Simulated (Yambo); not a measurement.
Convergence of the G0W0 gap of SiO2

G0W0@PBEsol for SiO2 (space group P6_322, No. 182) in Yambo. Reference settings: 3×3×2 Γ-centred k mesh, 273 bands and a 7 Ry block in the screening, 273 bands in G with the Bruneval-Gonze terminator, plasmon pole fitted at 27.2 eV. The PBEsol gap (0, 0.333, 0) → Γ on this mesh is 5.68 eV; G0W0 gaps are taken between the same points.

| change from the reference | G0W0 gap (0, 0.333, 0) → Γ (eV) | shift of the valence edge (eV) | rough Yambo cost |
|---|---|---|---|
| reference settings | 8.51 | -1.87 | 1 |
| 175 bands in W, 175 bands in G | 8.53 | -1.81 | within a factor of two |
| 104 bands in G | 8.51 | -1.85 | – |
| 128 bands in W | 8.57 | -1.77 | about 1/2 |
| 2 Ry block | 8.76 | -2.21 | within a factor of two |
| pole fitted at 55 eV | 8.55 | -1.94 | – |
| no random integration | 8.38 | -1.66 | – |
| 104 bands in G, no terminator | 8.20 | -1.26 | – |
| no terminator | 8.41 | -1.68 | – |

The reference isn't shown to be the converged limit. Costs are rough (shared machines), scaled to the same edge states, and given only for runs that recompute the screening.

Geometry of the Materials Project entry, not relaxed at this level; primitive cell a = 5.0691 Å, b = 5.0691 Å, c = 8.5585 Å, α = 90.00°, β = 90.00°, γ = 120.00°.

This is not the ordinary phase of the substance; no match was found in the copy of COD used, and its stability was not checked.

A shift is the quasiparticle energy of the state minus its PBEsol energy.
